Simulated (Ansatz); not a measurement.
Starting cell, KTaO$_{3}$ (cubic perovskite):

```yaml
crystal:
  lattice:
    - [4.02318, 0.00000, 0.00000]
    - [0.00000, 4.02318, 0.00000]
    - [0.00000, 0.00000, 4.02318]
  atoms:
    - { symbol: K, position: [0.00000, 0.00000, 0.00000] }
    - { symbol: Ta, position: [0.50000, 0.50000, 0.50000] }
    - { symbol: O, position: [0.00000, 0.50000, 0.50000] }
    - { symbol: O, position: [0.50000, 0.50000, 0.00000] }
    - { symbol: O, position: [0.50000, 0.00000, 0.50000] }
```

In each cell atom 1 (K, nearest neighbour O at 2.845 Å; its periodic images, 4.0 Å or more away, move with it) moves by s·(1.000, 0.000, 0.000) (along Cartesian x), the rest being held.

Level of theory: PBE (plane waves to 420 eV, PAW, scalar-relativistic; Ansatz, an electronic-structure program). k mesh 7×7×7 (Γ-centred), Fermi-Dirac smearing 0.05 eV. E stands for the smeared free energy. Compression counts positive. KTaO3 is run without spin polarisation. KTaO3 was relaxed with its symmetry unable to fall. Spin-orbit coupling is left out, though Ta is heavy. The PAW data are Ansatz's earlier set. ΔE is measured from the undisplaced structure.

**Question.** Predict the ΔE (meV/cell) and P (GPa) at s (Å) = -0.224, -0.168, -0.112, -0.056, 0.056, 0.280.

**Answer.** 
```csv
s (Å),ΔE (meV/cell),P (GPa)
-0.224,96.1,0.72
-0.168,53.7,0.41
-0.112,23.8,0.18
-0.056,5.9,0.05
0.056,5.9,0.05
0.280,151.3,1.13
```

(For displaced atoms, the force is minus the slope of the energy, and its curvature is a force constant, which sets phonon frequencies.)
